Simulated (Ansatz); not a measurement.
**Si3N4: 14N nuclear quadrupole resonance**

Cell: an entry of the Crystallography Open Database (COD; perhaps a calculated or model structure), ions relaxed with PBE at fixed cell.

```cif
data_structure
_symmetry_space_group_name_H-M 'P 1'
_symmetry_Int_Tables_number 1
_cell_length_a 5.4281
_cell_length_b 5.4281
_cell_length_c 5.4281
_cell_angle_alpha 60.000
_cell_angle_beta 60.000
_cell_angle_gamma 60.000
_cell_volume 113.09
loop_
_atom_site_label
_atom_site_type_symbol
_atom_site_fract_x
_atom_site_fract_y
_atom_site_fract_z
_atom_site_occupancy
Si1 Si 0.12500 0.12500 0.12500 1
Si2 Si 0.62500 0.12500 0.12500 1
Si3 Si 0.12500 0.12500 0.62500 1
Si4 Si 0.12500 0.62500 0.12500 1
Si5 Si 0.50000 0.50000 0.50000 1
Si6 Si 0.75000 0.75000 0.75000 1
N7 N 0.88222 0.88222 0.88222 1
N8 N 0.89666 0.36778 0.36778 1
N9 N 0.88222 0.88222 0.35334 1
N10 N 0.36778 0.89666 0.36778 1
N11 N 0.35334 0.88222 0.88222 1
N12 N 0.36778 0.36778 0.36778 1
N13 N 0.88222 0.35334 0.88222 1
N14 N 0.36778 0.36778 0.89666 1
```

Atom numbers follow the list; atoms alike are taken as one site, whose name carries the number of the first.

The numbers come from a DFT calculation in Ansatz (PBE, plane waves and PAW, scalar-relativistic, 420 eV cutoff, Γ-centred 4×4×4 k-points, fixed occupations).

14N: I = 1, Q = 20.44 mb (year-2017 value). Static lattice, zero field.

**Question.** The simulated lines lie at 1.04 MHz. What are |C_Q|, η and |V_zz| at N?

**Answer.** For I = 1 the lines are ν± = (3/4)|C_Q|(1 ± η/3) and ν₀ = |C_Q|η/2. Here |C_Q| = 1.38 MHz, η = 0.00 and |V_zz| = 2.79 × 10²¹ V/m². The calculation gives V_zz positive; the lines don't show the sign. The site has 4 Si at 1.76–1.87 Å.

An axis of threefold or higher order runs through N, so V_zz lies along it and η is zero.
